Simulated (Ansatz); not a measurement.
Ansatz (an electronic-structure program) input:

Ansatz 0.2 input:
```yaml
crystal:
  lattice:
    - [0.0, 1.9537632909, 1.9537632909]
    - [1.9537632909, 0.0, 1.9537632909]
    - [1.9537632909, 1.9537632909, 0.0]
  atoms:
    - { symbol: Li, position: [0.0, 0.0, 0.0] }
    - { symbol: F, position: [0.5, 0.5, 0.5] }
kpoints:
  mp_grid: { grid: [12, 12, 12] }
hamiltonian:
  xc: lda
  pseudopotentials: { azcp: { folder: ./paw }, kind: paw }
scf:
  occupations: { method: fixed }
elastic: { mode: relaxed_ion, stencil: two_point, amplitude: 0.005, f_tol: 0.0005 }
```

Output (shortened):

```
Pseudopotential: Li, paw, valence charge 3
Pseudopotential: F, paw, valence charge 7
Functional definition: SPW92
Crystal: 2 atoms, lattice volume = 14.916 Å³
Basis set: ecut = 420 eV, 283 PW (Γ)
Bands: 9, of which v1, the nominal top of the filled ones, is band 5 counted from 1 (4 counted from 0)
Symmetry: 48 space group operations
Space group: Fm-3m (ITA 225), of the structure as read, at distance tolerance 2.5e-5 Å
k-points: 72 of 1728
SCF iter   1: F=—  HF=-998.681917 eV  |F-HF|=—  |Δ(HF+E_count)|=         —  Δρ=6.36e-2  dr2=3.29e-1  ethr=3.10e-3  ⟨swp⟩=3.9  Hψ=3510  notcnv=0  defer=133
preconditioner: auto → none
SCF iter   2: F=—  HF=-998.699402 eV  |F-HF|=—  |Δ(HF+E_count)|=   1.75e-2  Δρ=3.33e-2  dr2=7.78e-2  ethr=3.10e-3  ⟨swp⟩=2.0  Hψ=1371  notcnv=0  defer=141
SCF iter   3: F=—  HF=-998.702562 eV  |F-HF|=—  |Δ(HF+E_count)|=   3.16e-3  Δρ=1.35e-2  dr2=1.38e-2  ethr=7.78e-4  ⟨swp⟩=2.6  Hψ=1037  notcnv=0  defer=140
SCF iter   4: F=—  HF=-998.702767 eV  |F-HF|=—  |Δ(HF+E_count)|=   2.05e-4  Δρ=5.49e-4  dr2=2.49e-5  ethr=1.38e-4  ⟨swp⟩=2.6  Hψ=1004  notcnv=0  defer=141
SCF iter   5: F=—  HF=-998.702783 eV  |F-HF|=—  |Δ(HF+E_count)|=   1.64e-5  Δρ=3.46e-5  dr2=5.13e-8  ethr=2.49e-7  ⟨swp⟩=2.1  Hψ=807  notcnv=0  defer=114
SCF iter   6: F=—  HF=-998.702783 eV  |F-HF|=—  |Δ(HF+E_count)|=   2.82e-8  Δρ=5.64e-6  dr2=2.93e-9  ethr=5.13e-10  ⟨swp⟩=2.1  Hψ=943  notcnv=0
SCF iter   7: F=—  HF=-998.702783 eV  |F-HF|=—  |Δ(HF+E_count)|=  8.89e-10  Δρ=7.93e-7  dr2=7.33e-11  ethr=2.93e-11  ⟨swp⟩=2.8  Hψ=959  notcnv=0
SCF iter   8: F=—  HF=-998.702783 eV  |F-HF|=—  |Δ(HF+E_count)|=  1.50e-11  Δρ=6.44e-8  dr2=4.68e-13  ethr=7.33e-13 (applied; sched 1.00e-12)  ⟨swp⟩=2.9  Hψ=969  notcnv=0
SCF iter   9: F=-998.702783 eV  HF=-998.702783 eV  |F-HF|=1.14e-13  |Δ(HF+E_count)|=  1.14e-13  Δρ=2.68e-9  dr2=7.00e-16  ethr=1.00e-12  ⟨swp⟩=4.5  Hψ=2626  notcnv=0
SCF 1 converged in 9 iterations: F = -998.702783 eV  dr2 = 7.00e-16
Crystal: 2 atoms, lattice volume = 14.841 Å³
Symmetry: 16 space group operations
k-points: 163 of 1728
iter 1 solved again at ethr=1.49e-7 eV; its pass at ethr=3.10e-3 eV (dr2=1.49e-5 eV) is discarded
SCF iter   1: F=—  HF=-998.702595 eV  |F-HF|=—  |Δ(HF+E_count)|=         —  Δρ=5.23e-4  dr2=2.00e-5  ethr=1.49e-7  ⟨swp⟩=2.0  Hψ=10509  notcnv=0  defer=312
preconditioner: auto → none
SCF iter   2: F=—  HF=-998.702591 eV  |F-HF|=—  |Δ(HF+E_count)|=   3.57e-6  Δρ=2.09e-4  dr2=3.83e-6  ethr=1.49e-7  ⟨swp⟩=2.7  Hψ=2105  notcnv=0  defer=14
SCF iter   3: F=—  HF=-998.702590 eV  |F-HF|=—  |Δ(HF+E_count)|=   5.04e-7  Δρ=1.31e-4  dr2=1.30e-6  ethr=3.83e-8  ⟨swp⟩=2.6  Hψ=2141  notcnv=0  defer=4
SCF iter   4: F=—  HF=-998.702590 eV  |F-HF|=—  |Δ(HF+E_count)|=   8.62e-7  Δρ=1.07e-5  dr2=4.41e-9  ethr=1.30e-8  ⟨swp⟩=2.6  Hψ=2039  notcnv=0  defer=2
SCF iter   5: F=—  HF=-998.702590 eV  |F-HF|=—  |Δ(HF+E_count)|=  7.37e-10  Δρ=6.06e-7  dr2=1.76e-11  ethr=4.41e-11  ⟨swp⟩=2.1  Hψ=1714  notcnv=0  defer=2
SCF iter   6: F=—  HF=-998.702590 eV  |F-HF|=—  |Δ(HF+E_count)|=  1.25e-12  Δρ=6.66e-8  dr2=1.53e-13  ethr=1.76e-13 (applied; sched 1.00e-12)  ⟨swp⟩=2.0  Hψ=2111  notcnv=0  defer=2
SCF iter   7: F=-998.702590 eV  HF=-998.702590 eV  |F-HF|=2.27e-13  |Δ(HF+E_count)|=  2.27e-13  Δρ=5.39e-9  dr2=1.17e-15  ethr=1.00e-12  ⟨swp⟩=3.0  Hψ=3749  notcnv=0
SCF 2 converged in 7 iterations: F = -998.702590 eV  dr2 = 1.17e-15
Crystal: 2 atoms, lattice volume = 14.990 Å³
iter 1 solved again at ethr=3.27e-10 eV; its pass at ethr=3.10e-3 eV (dr2=3.27e-8 eV) is discarded
SCF iter   1: F=—  HF=-998.702549 eV  |F-HF|=—  |Δ(HF+E_count)|=         —  Δρ=7.46e-5  dr2=4.05e-8  ethr=3.27e-10  ⟨swp⟩=2.6  Hψ=10203  notcnv=0  defer=172
preconditioner: auto → none
SCF iter   2: F=—  HF=-998.702550 eV  |F-HF|=—  |Δ(HF+E_count)|=   4.56e-7  Δρ=3.74e-5  dr2=7.35e-9  ethr=3.27e-10  ⟨swp⟩=2.5  Hψ=2058  notcnv=0  defer=172
SCF iter   3: F=—  HF=-998.702550 eV  |F-HF|=—  |Δ(HF+E_count)|=   1.24e-7  Δρ=1.63e-5  dr2=1.83e-9  ethr=7.35e-11  ⟨swp⟩=2.5  Hψ=2088  notcnv=0  defer=172
SCF iter   4: F=—  HF=-998.702550 eV  |F-HF|=—  |Δ(HF+E_count)|=   2.95e-8  Δρ=5.12e-7  dr2=2.50e-12  ethr=1.83e-11  ⟨swp⟩=1.6  Hψ=1748  notcnv=0  defer=172
SCF iter   5: F=-998.702550 eV  HF=-998.702550 eV  |F-HF|=0.00e0  |Δ(HF+E_count)|=  2.59e-11  Δρ=1.53e-8  dr2=7.79e-15  ethr=1.00e-12  ⟨swp⟩=4.0  Hψ=4515  notcnv=0
SCF 3 converged in 5 iterations: F = -998.702550 eV  dr2 = 7.79e-15
Crystal: 2 atoms, lattice volume = 14.916 Å³
Symmetry: 8 space group operations
k-points: 280 of 1728
iter 1 solved again at ethr=2.55e-8 eV; its pass at ethr=3.10e-3 eV (dr2=2.55e-6 eV) is discarded
SCF iter   1: F=—  HF=-998.702666 eV  |F-HF|=—  |Δ(HF+E_count)|=         —  Δρ=2.56e-4  dr2=1.09e-6  ethr=2.55e-8  ⟨swp⟩=2.0  Hψ=17988  notcnv=0  defer=517
preconditioner: auto → none
SCF iter   2: F=—  HF=-998.702666 eV  |F-HF|=—  |Δ(HF+E_count)|=   6.18e-7  Δρ=1.27e-4  dr2=2.76e-7  ethr=1.09e-8  ⟨swp⟩=1.0  Hψ=2520  notcnv=0  defer=10
SCF iter   3: F=—  HF=-998.702667 eV  |F-HF|=—  |Δ(HF+E_count)|=   4.27e-7  Δρ=6.27e-6  dr2=3.08e-9  ethr=2.76e-9  ⟨swp⟩=2.0  Hψ=2932  notcnv=0  defer=10
SCF iter   4: F=—  HF=-998.702667 eV  |F-HF|=—  |Δ(HF+E_count)|=   1.10e-9  Δρ=2.40e-6  dr2=3.94e-10  ethr=3.08e-11  ⟨swp⟩=2.0  Hψ=3630  notcnv=0  defer=10
SCF iter   5: F=—  HF=-998.702667 eV  |F-HF|=—  |Δ(HF+E_count)|=  9.80e-11  Δρ=6.83e-7  dr2=3.02e-11  ethr=3.94e-12  ⟨swp⟩=2.0  Hψ=3504  notcnv=0  defer=10
SCF iter   6: F=—  HF=-998.702667 eV  |F-HF|=—  |Δ(HF+E_count)|=  7.96e-12  Δρ=9.02e-8  dr2=5.19e-13  ethr=3.02e-13 (applied; sched 1.00e-12)  ⟨swp⟩=2.4  Hψ=3579  notcnv=0  defer=10
SCF iter   7: F=-998.702667 eV  HF=-998.702667 eV  |F-HF|=1.14e-13  |Δ(HF+E_count)|=  1.14e-13  Δρ=6.18e-9  dr2=2.36e-15  ethr=1.00e-12  ⟨swp⟩=4.0  Hψ=7041  notcnv=0
SCF 4 converged in 7 iterations: F = -998.702667 eV  dr2 = 2.36e-15
Crystal: 2 atoms, lattice volume = 14.916 Å³
iter 1 solved again at ethr=1.10e-10 eV; its pass at ethr=3.10e-3 eV (dr2=1.10e-8 eV) is discarded
SCF iter   1: F=—  HF=-998.702666 eV  |F-HF|=—  |Δ(HF+E_count)|=         —  Δρ=4.35e-5  dr2=1.01e-8  ethr=1.10e-10  ⟨swp⟩=2.2  Hψ=17105  notcnv=0  defer=291
preconditioner: auto → none
SCF iter   2: F=—  HF=-998.702667 eV  |F-HF|=—  |Δ(HF+E_count)|=   1.50e-7  Δρ=2.13e-5  dr2=2.65e-9  ethr=1.01e-10  ⟨swp⟩=2.3  Hψ=3631  notcnv=0  defer=291
SCF iter   3: F=—  HF=-998.702667 eV  |F-HF|=—  |Δ(HF+E_count)|=   4.61e-8  Δρ=6.82e-6  dr2=7.36e-10  ethr=2.65e-11  ⟨swp⟩=2.0  Hψ=3356  notcnv=0  defer=291
SCF iter   4: F=—  HF=-998.702667 eV  |F-HF|=—  |Δ(HF+E_count)|=   3.97e-9  Δρ=3.13e-7  dr2=1.34e-12  ethr=7.36e-12  ⟨swp⟩=2.4  Hψ=3438  notcnv=0  defer=291
SCF iter   5: F=-998.702667 eV  HF=-998.702667 eV  |F-HF|=1.14e-13  |Δ(HF+E_count)|=  8.41e-12  Δρ=7.15e-9  dr2=9.42e-16  ethr=1.00e-12  ⟨swp⟩=3.8  Hψ=6889  notcnv=0
SCF 5 converged in 5 iterations: F = -998.702667 eV  dr2 = 9.42e-16
SCF converged after 9 iterations
Free energy (F): -998.702783 eV
Harris-Foulkes:  -998.702783 eV  (|F-HF|=1.14e-13)
Internal energy: -998.702783 eV  (E = F + TS)
E sigma→0 (E₀):  -998.702783 eV
Fermi energy:    1.319785 eV
--- Per-component energies (eV) ---
  E_band       = -112.409254
  E_kinetic    = 215.528385
  E_local      = -625.404180  (includes V_loc(G=0)·N_el)
  E_nonlocal   = 70.479214
  E_hartree    = 214.248755
  E_xc         = -85.521727
  E_vxc        = -110.864463  (∫ρ·V_xc dr)
  E_paw        = -213.840893  (= ΣΔE_a)
  E_vpaw       = -90.646748  (= ΣTr[D̂ρ^β])
  E_aug_tail   = 0.001029  (compensation charges beyond the density's cutoff)
  E_ewald      = -574.306618
  E_core_change = 0.113252  (= ΣΔE_core)
  E_smearing   =  0.000000  (= −TS)
  E_closure    =  0.000000  (closes the sum)
  Σ components = -998.702783   (vs F -998.702783, Δ=0.00e0)
  [band-id]    e_kinetic+e_local+e_nonlocal+2·e_hartree+e_vxc+e_vpaw+e_augmentation_tail = -112.409254   (vs E_band -112.409254, Δ=2.61e-7)
--- Forces (eV/Å), atoms counted from 1 ---
  atom   1  Li     0.00000000     0.00000000     0.00000000
  atom   2  F      0.00000000     0.00000000     0.00000000
  max |Σ_I F_I| component: 0.0 eV/Å
--- Stress (GPa, compression-positive) ---
       -0.021639       0.000000       0.000000
        0.000000      -0.021639       0.000000
        0.000000       0.000000      -0.021639
  P = ⅓ Tr σ = -0.0216 GPa (-0.216 kbar)
--- Band table (eV; the first three rows and the last of 72) ---
  k-point 0: bands = ["-38.2260", "-18.5189", "1.3189", "1.3189", "1.3189", "11.0263", "25.9458", "25.9458", "25.9458"]
  k-point 1: bands = ["-38.2192", "-18.4879", "1.0904", "1.2999", "1.2999", "11.2253", "23.5258", "24.8222", "24.8222"]
  k-point 2: bands = ["-38.2006", "-18.4013", "0.5064", "1.2494", "1.2494", "11.6918", "21.2275", "23.4767", "23.4767"]
  k-point 71: bands = ["-38.0974", "-17.6914", "-1.1323", "-1.1323", "0.4184", "16.7093", "16.7093", "19.1964", "21.4797"]
--- Elastic constants: 2 strain directions × 2 members + reference (group order 48) ---
  dense FFT box of the reference and of every strained cell: 20×20×20
  strains applied: 11, 23; error gains: componentwise 1.00 (the most a stress slope's error grows in a printed constant), spectral 1.73 (1 for all six strains …
  C = ∂σ_k/∂η_j (tension-positive GPa; Voigt order 11 22 33 23 13 12):
       158.581     51.047     51.047      0.000      0.000      0.000
        51.047    158.581     51.047      0.000      0.000      0.000
        51.047     51.047    158.581      0.000      0.000      0.000
         0.000      0.000      0.000     68.878      0.000      0.000
         0.000      0.000      0.000      0.000     68.878      0.000
         0.000      0.000      0.000      0.000      0.000     68.878
  reference stress σ⁰ (GPa):      0.022      0.022      0.022      0.000      0.000      0.000
  C* (energy form; C + prestress term) asymmetry max|C*_kj − C*_jk| = 2.842e-14 GPa — a small one proves nothing (zero by symmetry where the batch's group is …
  moduli (Voigt/Reuss/Hill, GPa): K = 86.89/86.89/86.89   G = 62.83/61.92/62.38   E = 151.00   ν = 0.210
  mechanically stable: yes (min eigenvalue of sym C = 68.88 GPa)
  where every solve meets its electron count the energy-path curvature estimates C_jj along a normal strain and C_jj − ¼(σ⁰_aa + σ⁰_bb) along a shear (ab), of …
  strain η (Voigt 11):  stress-route row diagonal C_11 = 158.58 GPa, energy-path curvature d²(F+E_count+ΔE)/dδ²/Ω₀ = 158.96 GPa
         δ    σ_11 (GPa)             F (eV)   n_scf  n_hpsi   n_pw
    -5.000e-3      -0.7963        -998.7025896       7   26324    303   relax 0 steps, max|allowed force component| 0.0 eV/Å
     5.000e-3       0.7895        -998.7025500       5   22568    303   relax 0 steps, max|allowed force component| 0.0 eV/Å
  strain η (Voigt 23):  stress-route row diagonal C_44 = 68.88 GPa, energy-path curvature d²(F+E_count+ΔE)/dδ²/Ω₀ = 69.30 GPa
         δ    σ_23 (GPa)             F (eV)   n_scf  n_hpsi   n_pw
    -5.000e-3      -0.3444        -998.7026667       7   44554    303   relax 0 steps, max|allowed force component| 0.0 eV/Å
     5.000e-3       0.3444        -998.7026667       5   37779    303   relax 0 steps, max|allowed force component| 0.0 eV/Å
```

Cost: around 4 core-seconds (rough) on shared cores.

Symmetry was held in the LDA relaxation; phonons on a q-mesh show no instability.

Potentials: the earlier of the program's two PAW sets.

Ansatz is a plane-wave DFT program.
